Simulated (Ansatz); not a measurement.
Here is the system:

Bi:
```yaml
crystal:
  lattice:
    - [0.00000, 3.58258, 3.58258]
    - [3.58258, 0.00000, 3.58258]
    - [3.58258, 3.58258, 0.00000]
  atoms:
    - { symbol: Bi, position: [0.00000, 0.00000, 0.00000] }
    - { symbol: Bi, position: [0.25000, 0.25000, 0.25000] }
```

This is the PBEsol-relaxed structure.

Question: All from plane-wave PAW PBEsol (Ansatz code), unless another level is named. Estimate the bulk modulus (Birch–Murnaghan fit).

Answer: 32.5 GPa.

Question: Predict the highest zone-centre frequency.

Answer: 105 cm⁻¹.

Space group Fd-3m (diamond). The start of the workflow was typed in or built on a structure type; neither database checked (COD, Materials Project) lists it. It is not the phase usual at ambient conditions (space group No. 166). The PBEsol relaxation kept the symmetry of its start. At this level the phase is mechanically unstable. As this level gives no gap, phonon frequencies hold no LO–TO term and depend on the k-mesh and smearing (Fermi–Dirac, 0.1 eV here). Spin–orbit coupling is left out wherever it is not named.

Potentials: the later of the program's two PAW sets.
